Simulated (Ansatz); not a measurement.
BP (zinc blende), conventional cell a = b = c = 4.5484 Å, α = β = γ = 90.00°. The calculation uses the primitive cell of 2 atoms, to which meshes and values per cell refer.

E(V) scan at fixed shape, V₀ the volume above. Symmetry pins the atoms to their sites.

Calculation: PBE (plane waves to 420 eV, PAW, scalar-relativistic; Ansatz, a first-principles code). k mesh 13×13×13 (Γ-centred), Fermi-Dirac smearing 0.05 eV. The energy includes the smearing's −TS. BP was relaxed with its symmetry unable to fall. The zero of ΔE is the relaxed starting cell.

```
V (Å³/atom)  ΔE (meV/atom)
-----------  -------------
11.057                23.6
11.198                14.8
11.339                 8.2
11.480                 3.6
11.621                 0.9
11.762                 0.0
11.903                 0.8
12.045                 3.3
12.186                 7.3
12.327                12.7
12.468                19.5
```

Q: What bulk modulus B₀ follows from a third-order Birch-Murnaghan fit?

A: 162 GPa.

Q: What is the fitted pressure derivative B₀′?

A: 3.8.

(Under strain, the slope of the energy per volume gives the stress and its curvature an elastic modulus.)
